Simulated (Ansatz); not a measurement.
**HgPd: input and output**

input.yaml (Ansatz 0.2.0)

```yaml
crystal:
  lattice:
    - [4.244922, 0.0, 0.0]
    - [0.0, 4.244922, 0.0]
    - [0.0, 0.0, 3.68355]
  atoms:
    - { symbol: Hg, position: [0.0, 0.0, 0.0] }
    - { symbol: Pd, position: [0.0, 0.5, 0.5] }
    - { symbol: Pd, position: [0.5, 0.0, 0.5] }
    - { symbol: Hg, position: [0.5, 0.5, 0.0] }
  symmetry: { tolerance: 0.0003 }
kpoints:
  mp_grid: { grid: [8, 8, 9], shift: [0, 0, 0] }
  band_path:
    path:
      - [0.0, 0.0, 0.0]
      - [0.5, 0.5, 0.0]
      - [1.0, 0.0, 0.0]
      - [0.0, 0.0, 0.0]
      - [0.0, 0.0, 0.5]
      - [0.5, 0.5, 0.5]
      - [1.0, 0.0, 0.5]
      - [0.0, 0.0, 0.5]
      - [0.5, 0.5, 0.0]
      - [0.5, 0.5, 0.5]
      - [1.0, 0.0, 0.0]
    npoints: 6
magnetization:
  spin_polarized: false
scf:
  occupations: { method: fermi_dirac }
  lower_state_search: "off"
  max_iter: 200
hamiltonian:
  pseudopotentials: { kind: paw }
  xc: pbesol
basis:
  ecutwfc: 420
  fft_grid_basis: typed
output:
  forces: true
  stress: true
  eigenvalues: true
  bader: true
  populations: true
  elf: true
  write_potential: true
  volumetric_format: npy
  dos:
    e_range: [-12, 8]
    de: 0.05
    projected: { site_lists: { Hg: [Hg], Pd: [Pd] } }
checkpoint:
  read: saved_state
```

The saved state is an earlier solution for the same cell, perhaps on another mesh. 

Output (shortened):

```
Pseudopotentials: kind: paw
Pseudopotential: Hg, paw, valence charge 20, recommended cutoff 420 eV (normal), Hg.paw.azcp
Pseudopotential: Pd, paw, valence charge 18, recommended cutoff 420 eV (normal), Pd.paw.azcp
Functional definition: PBEsol
  exchange = pbesol_x
  correlation = pbesol_c
Crystal: 4 atoms, lattice volume = 66.375 Å³
Basis set: ecut = 420 eV, 1309 PW (Γ), exchange–correlation on 60×60×50 points (8 copies of the dense FFT grid, shifted against one another)
Bands: 46, of which v1, the nominal top of the filled ones, is band 38 counted from 1 (37 counted from 0)
Symmetry: 32 space group operations
Space group: P4/mmm (ITA 123), of the structure as read, at distance tolerance 1.2e-3 Å
k-points: 75 of 576
Initial density: read from a saved state, or passed on in memory by an earlier SCF of this step, an earlier step, the calling program or the single point that the run made first
Functional: x = pbesol(κ = 0.804, μ = 0.1235), c = pbesol(β = 0.046)
SCF iter   1: F=—  Δρ=2.13e-3  dr2=2.07e-3
SCF iter   2: F=—  Δρ=1.03e-3  dr2=4.36e-4
SCF iter   3: F=—  Δρ=2.08e-4  dr2=3.29e-5
SCF iter   4: F=—  Δρ=5.96e-5  dr2=1.80e-6
SCF iter   5: F=—  Δρ=1.22e-5  dr2=1.16e-7
SCF iter   6: F=-41150.3359 eV  Δρ=3.68e-6  dr2=1.23e-8
Free energy (F): -41150.3359 eV
Harris-Foulkes:  -41150.3359 eV  (|F-HF|=6.42e-9)
Internal energy: -41150.3039 eV  (E = F + TS)
E sigma→0 (E₀):  -41150.3199 eV
Entropy (-TS):   -0.0320 eV (-8.006 meV/atom)
Fermi energy:    20.1173 eV
--- Per-component energies (eV) ---
  E_band       = -856.4815
  E_kinetic    = 2239.9821
  E_local      = -7700.7739  (includes V_loc(G=0)·N_el)
  E_nonlocal   = 591.5397
  E_hartree    = 3253.6177
  E_xc         = -775.9694
  E_vxc        = -949.4589  (∫ρ·V_xc dr)
  E_paw        = -26970.7954  (= ΣΔE_a)
  E_vpaw       = -1545.0068  (= ΣTr[D̂ρ^β])
  E_aug_tail   = 0.0022  (compensation charges beyond the density's cutoff)
  E_ewald      = -11789.1692
  E_core_change = 1.2624  (= ΣΔE_core)
  E_smearing   = -0.0320  (= −TS)
--- Stress (GPa, compression-positive) ---
        3.3445       0.0000       0.0000
        0.0000       3.3445       0.0000
        0.0000       0.0000       3.4235
  P = ⅓ Tr σ = 3.3708 GPa (33.708 kbar)
--- Löwdin populations: 4 sites ---
  site symbol       q [e]
     0     Hg     19.5204
     1     Pd     17.5936
     2     Pd     17.5936
     3     Hg     19.5204
  spilling = 0.0233 (of n_electrons = 76.0000)
--- Bader charges: 4 sites ---
  site symbol  charge [e]  shift [e]
     0     Hg      0.0910     0.0000
     1     Pd     -0.0911     0.0000
     2     Pd     -0.0911     0.0000
     3     Hg      0.0911     0.0000
```

Total energies depend on the potentials used, so only differences within one code and one set of settings carry meaning.

Origin: a database entry at a rescaled volume.
